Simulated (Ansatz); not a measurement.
The geometry is COD entry 1522789, unchecked; take it as a test cell. The listed cell was then made from it by scaling, straining or moving an atom.

An input for Hf: DFT, PBEsol, all-electron PAW with datasets made for the crystal, scalar-relativistic (Ansatz 0.2.0).

Command: `ansatz run input.yaml --threads 1 --pin off --max-ram 3072MiB --backend cpu --events-out ev --progress --plain --runs-dir out` The run took 15 s on 1 thread of Intel(R) Xeon(R) 6975P-C (Granite Rapids), with other jobs on the host, peak memory 0.7 GiB.

```yaml
crystal:
  lattice:
    - [-1.78695, 1.805, 1.805]
    - [1.805, -1.78695, 1.805]
    - [1.805, 1.805, -1.78695]
  atoms:
    - { symbol: Hf, position: [0.0, 0.0, 0.0] }
kpoints:
  mp_grid: { grid: [14, 14, 14] }
scf:
  occupations: { method: fermi_dirac, width: 0.05 }
hamiltonian:
  xc: pbesol
  pseudopotentials: { kind: all_electron, datasets: crystal }
output:
  forces: true
  stress: true
  eigenvalues: true
  efg: { contact_densities: true }
```

Set-up and iterations as logged by Ansatz (the results part is left out, to be predicted):

```
hamiltonian.pseudopotentials.datasets: crystal makes datasets for this crystal and solves the spheres of its atoms anew in each pass: cutoff 400.0 eV, the density's 1600.0 eV; for an error of 0.50 meV an atom under PBE, 0.5 meV for the cell; an energy difference from a run of another recipe may be off by several times the error for the cell, under r2SCAN by more, where some 0.1 meV an atom stays at smaller errors; Hf in spheres of 1.376 Å, 26 of its electrons in bands
band count auto-derived: 18 (N_el = 26.0; filled up to band 13; 17 by the electrons, moments and atoms)
Engine: ansatz 0.2.0
Pseudopotentials: kind: all_electron
Pseudopotential: Hf, paw, valence charge 26, recommended cutoff 400 eV (normal), Koelling and Harmon's equation, gaussian nucleus
Functional definition: PBEsol
  exchange = pbesol_x
  correlation = pbesol_c
Crystal: 1 atoms, lattice volume = 23.521 Å³
Basis set: ecut = 400 eV, 429 PW (Γ), exchange–correlation on 48×48×48 points (8 copies of the dense FFT grid, shifted against one another)
Bands: 18, of which v1, the nominal top of the filled ones, is band 13 counted from 1 (12 counted from 0)
Symmetry: 12 space group operations
Space group: R-3m (ITA 166), of the structure as read, at distance tolerance 2.9e-5 Å
k-points: 288 of 2744
Non-local potential: Hf, projectors of the file, l = 0: 2, l = 1: 2, l = 2: 1, l = 3: 2
PAW form: soft (Blöchl's): semilocal exchange-correlation on the pseudo side does not see the compensation charge
PAW one-centre angular grid: Hf, 590 points (default); XC on its mesh's 1825 points in the sphere
Initial density: superposition of atomic densities (neutral atoms: chi_scale 0, normalization atom)
Initial wavefunctions: pseudopotential atomic-orbital guess
Functional: x = pbesol(κ = 0.804, μ = 0.12345679012345678), c = pbesol(β = 0.046)
iter 1 solved again at ethr=1.31e-3 eV; its pass at ethr=1.00e-1 eV (dr2=3.41e-1 eV) is discarded
SCF iter   1: F=—  HF=-410126.820899 eV  |F-HF|=—  |Δ(HF+E_count)|=         —  Δρ=3.11e-2  dr2=3.25e-1  ethr=1.31e-3  ⟨swp⟩=2.4  Hψ=25748  notcnv=0
SCF iter   2: F=—  HF=-410126.755254 eV  |F-HF|=—  |Δ(HF+E_count)|=   6.56e-2  Δρ=2.12e-2  dr2=1.53e-1  ethr=1.25e-3  ⟨swp⟩=2.0  Hψ=10368  notcnv=0
iter 3 solved again at ethr=1.11e-5 eV; its pass at ethr=5.87e-4 eV (dr2=2.89e-3 eV) is discarded
SCF iter   3: F=—  HF=-410126.698904 eV  |F-HF|=—  |Δ(HF+E_count)|=   5.63e-2  Δρ=3.81e-3  dr2=2.89e-3  ethr=1.11e-5  ⟨swp⟩=2.0  Hψ=23027  notcnv=0
SCF iter   4: F=—  HF=-410126.704256 eV  |F-HF|=—  |Δ(HF+E_count)|=   5.35e-3  Δρ=2.67e-3  dr2=8.93e-4  ethr=1.11e-5  ⟨swp⟩=3.0  Hψ=13153  notcnv=0  defer=2
SCF iter   5: F=—  HF=-410126.704267 eV  |F-HF|=—  |Δ(HF+E_count)|=   1.04e-5  Δρ=1.06e-3  dr2=1.44e-4  ethr=3.44e-6  ⟨swp⟩=3.0  Hψ=11459  notcnv=0  defer=2
SCF iter   6: F=—  HF=-410126.704261 eV  |F-HF|=—  |Δ(HF+E_count)|=   5.59e-6  Δρ=3.86e-4  dr2=2.29e-5  ethr=5.56e-7  ⟨swp⟩=2.0  Hψ=11667  notcnv=0  defer=1
SCF iter   7: F=—  HF=-410126.704245 eV  |F-HF|=—  |Δ(HF+E_count)|=   1.62e-5  Δρ=8.36e-5  dr2=1.48e-6  ethr=8.81e-8  ⟨swp⟩=2.7  Hψ=9347  notcnv=0
SCF iter   8: F=—  HF=-410126.704197 eV  |F-HF|=—  |Δ(HF+E_count)|=   4.79e-5  Δρ=1.87e-5  dr2=5.39e-8  ethr=5.70e-9  ⟨swp⟩=3.0  Hψ=9738  notcnv=0  defer=2
SCF iter   9: F=-410126.704197 eV  HF=-410126.704197 eV  |F-HF|=5.82e-11  |Δ(HF+E_count)|=   1.24e-7  Δρ=2.60e-6  dr2=1.05e-9  ethr=2.07e-10  ⟨swp⟩=3.0  Hψ=12249  notcnv=0  defer=1
```

(1) What pressure will this run report?

Results:

(1) -9.00 GPa (positive in compression).
